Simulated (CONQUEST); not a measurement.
A self-consistent single point of MgZn₃S₄ (P-43m, 8 atoms in the cell; from Materials Project mp-1120718, changed as shown).

```
MgZn3S4
1.0
    5.56779     0.00000     0.00000
    0.00000     5.56779     0.00000
    0.00000     0.00000     5.56779
Mg Zn S
1 3 4
Direct
  0.50000   0.50000   0.50000
  0.00000   0.00000   0.50000
  0.50000   0.00000   0.00000
  0.00000   0.50000   0.00000
  0.75633   0.75633   0.24367
  0.75633   0.24367   0.75633
  0.24367   0.24367   0.24367
  0.24367   0.75633   0.75633
```

Level of theory: CONQUEST with LDA (PW92), numerical atomic orbitals double-zeta with polarisation (the shipped basis), PseudoDojo norm-conserving potentials made for LDA.

CONQUEST settings:

basis: DZP
Diag.MPMeshX, Y, Z: 6 6 6
potentials: PseudoDojo norm-conserving LDA
Grid.GridCutoff: 140 Ha
DM.SolutionMethod: diagon
Diag.kT: 0.0001 Ha
Diag.GammaCentred: true
minE.SCTolerance: 1.0e-07
SC.MaxIters: 100
SC.LinearMixingFactor: 0.5
AtomMove.TypeOfRun: static

Results:

```
Quantity                                                   Value
------------------------------------------------  --------------
Number of valence electrons                                   94
Number of bands                                              118
Number of k-points after the program's reduction             154
Size of the basis                                            118
Number of SCF iterations                                       8
FFT grid                                            60 × 60 × 60
Free energy E − TS                                -19876.4851 eV
Top of the valence band (on the code's own zero)        -5.92 eV
Gap on the k-point mesh                                  1.96 eV
Pressure                                               -4.72 GPa
Largest force (vector length)                         0.166 eV/Å
```

Forces (eV/Å):
| atom | Fx | Fy | Fz |
|---|---|---|---|
| Mg1 | 0.000 | 0.000 | 0.000 |
| Zn2 | 0.000 | 0.000 | 0.000 |
| Zn3 | 0.000 | 0.000 | 0.000 |
| Zn4 | 0.000 | 0.000 | 0.000 |
| S5 | 0.096 | 0.096 | -0.096 |
| S6 | 0.096 | -0.096 | 0.096 |
| S7 | -0.096 | -0.096 | -0.096 |
| S8 | -0.096 | 0.096 | 0.096 |

Stress (GPa, positive for compression):
```
-4.72   0.00   0.00
 0.00  -4.72   0.00
 0.00   0.00  -4.72
```

The gap is read on the k-point mesh of the run and can differ from the gap over the whole zone at this level.

For comparison: a first run was changed to give this one (lattice scaled by 1.02), and from it to this one the free energy rises by 23.2 meV/atom, the pressure goes from -1.17 to -4.72 GPa, the largest force goes from 0.158 to 0.166 eV/Å and the gap on the mesh goes from 2.262 to 1.964 eV.

The program uses no crystal symmetry, so grid and mesh can part values that symmetry would make equal. The atom-centred basis is finite, which shifts total energies, pressures, gaps and forces against plane waves. The structure comes from a collection of computed structures, made at another level of theory; the collection holds predicted forms beside known ones. Its lattice was then scaled.

Cost on one core: around 120 core-seconds (rough).
